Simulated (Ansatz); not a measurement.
Every step of a relaxation of fcc Ag (110), 5 layers

DFT, r2SCAN, PAW with Ansatz's default frozen-core files, scalar-relativistic (Ansatz 0.2.0); a Γ-centred 14×10×1 k mesh, Fermi–Dirac smearing of 0.05 eV, no spin polarisation. The run relaxes the atoms in the fixed cell.

Command: `ansatz run input.yaml --threads 2 --pin off --max-ram 4096MiB --backend cpu --events-out ev --progress --plain --runs-dir out` It took 2.8 min on 2 threads of Intel(R) Xeon(R) Platinum 8488C (Sapphire Rapids), on a shared host, peak memory 1.3 GiB.

```yaml
crystal:
  lattice:
    - [2.9021649875, 0.0, 0.0]
    - [0.0, 4.1042810855, 0.0]
    - [0.0, 0.0, 21.8043]
  atoms:
    - { symbol: Ag, position: [0.0, 0.0, 0.3668994196] }
    - { symbol: Ag, position: [0.5, 0.5, 0.4334497096] }
    - { symbol: Ag, position: [0.0, 0.0, 0.5] }
    - { symbol: Ag, position: [0.5, 0.5, 0.5665502904] }
    - { symbol: Ag, position: [0.0, 0.0, 0.6331005804] }
kpoints:
  mp_grid: { grid: [14, 10, 1] }
scf:
  occupations: { method: fermi_dirac, width: 0.05 }
hamiltonian:
  xc: r2scan
  pseudopotentials: { kind: paw }
output:
  forces: true
  stress: true
  eigenvalues: true
relax:
  f_tol: 0.01
  max_steps: 40
efield:
  axis: 3
  amplitude: 0
  dipole_correction: true
```

Each step lists its free energy a cell above the last geometry, and Cartesian positions (Å) with forces (eV/Å).

The first step:

```
step 1  dF = 37.86 meV
  Ag 0.0000 0.0000 8.0000   0.0000 0.0000 0.3043
  Ag 1.4511 2.0521 9.4511   0.0000 0.0000 -0.2826
  Ag 0.0000 0.0000 10.9022   0.0000 0.0000 0.0000
  Ag 1.4511 2.0521 12.3532   0.0000 0.0000 0.2826
  Ag 0.0000 0.0000 13.8043   0.0000 0.0000 -0.3043
```

The PAW files were made under PBE.

Question: Where does the relaxation end, and by which steps?

Answer: After 4 geometries, with a shortest distance of 2.819 Å. The further steps:
```
step 2  dF = 0.91 meV
  Ag 0.0000 0.0000 8.0994   0.0000 0.0000 -0.0553
  Ag 1.4511 2.0521 9.4124   0.0000 0.0000 0.0061
  Ag 0.0000 0.0000 10.9022   0.0000 0.0000 0.0000
  Ag 1.4511 2.0521 12.3919   0.0000 0.0000 -0.0061
  Ag 0.0000 0.0000 13.7049   0.0000 0.0000 0.0553
step 3  dF = 0.08 meV
  Ag 0.0000 0.0000 8.0791   0.0000 0.0000 0.0089
  Ag 1.4511 2.0521 9.4059   0.0000 0.0000 0.0118
  Ag 0.0000 0.0000 10.9022   0.0000 0.0000 0.0000
  Ag 1.4511 2.0521 12.3984   0.0000 0.0000 -0.0118
  Ag 0.0000 0.0000 13.7252   0.0000 0.0000 -0.0089
step 4  dF = 0.00 meV
  Ag 0.0000 0.0000 8.0829   0.0000 0.0000 0.0005
  Ag 1.4511 2.0521 9.4101   0.0000 0.0000 -0.0021
  Ag 0.0000 0.0000 10.9022   0.0000 0.0000 0.0000
  Ag 1.4511 2.0521 12.3942   0.0000 0.0000 0.0021
  Ag 0.0000 0.0000 13.7214   0.0000 0.0000 -0.0005
```
